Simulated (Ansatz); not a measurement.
Consider the following.

AlN:
```cif
data_Al4N4
_chemical_formula_sum 'Al4 N4'
_space_group_name_H-M_alt 'F-43m'
_space_group_IT_number 216
_space_group_name_Hall 'F -4 2 3'
_cell_length_a 4.40252
_cell_length_b 4.40252
_cell_length_c 4.40252
_cell_angle_alpha 90.000
_cell_angle_beta 90.000
_cell_angle_gamma 90.000
loop_
_atom_site_label
_atom_site_type_symbol
_atom_site_symmetry_multiplicity
_atom_site_Wyckoff_symbol
_atom_site_fract_x
_atom_site_fract_y
_atom_site_fract_z
_atom_site_occupancy
Al1 Al 4 a 0.00000 0.00000 0.00000 1
N1 N 4 d 0.75000 0.75000 0.75000 1
```
(The calculation used a cell of 2 atoms; values per cell refer to that cell.)

This is the PBE-relaxed structure.

Question: All from PBE (plane waves, PAW; program Ansatz), unless another level is named. Estimate the hole effective mass, band 3 of 3 at the edge.

Answer: 0.31 along [100], 0.25 along [110], 0.24 along [111] (mₑ).

Question: And the conduction-band minimum?

Answer: at X (3 equivalent valleys).

Question: And the weight of the valence-edge state by species (Voronoi cells)?

Answer: N 87 %, Al 13 %.

The cell was relaxed with PBE under the symmetry of its start.

Potentials: the earlier of the program's two PAW sets.

Edges and masses are those of Kohn–Sham bands, whose gap is no quasiparticle gap.
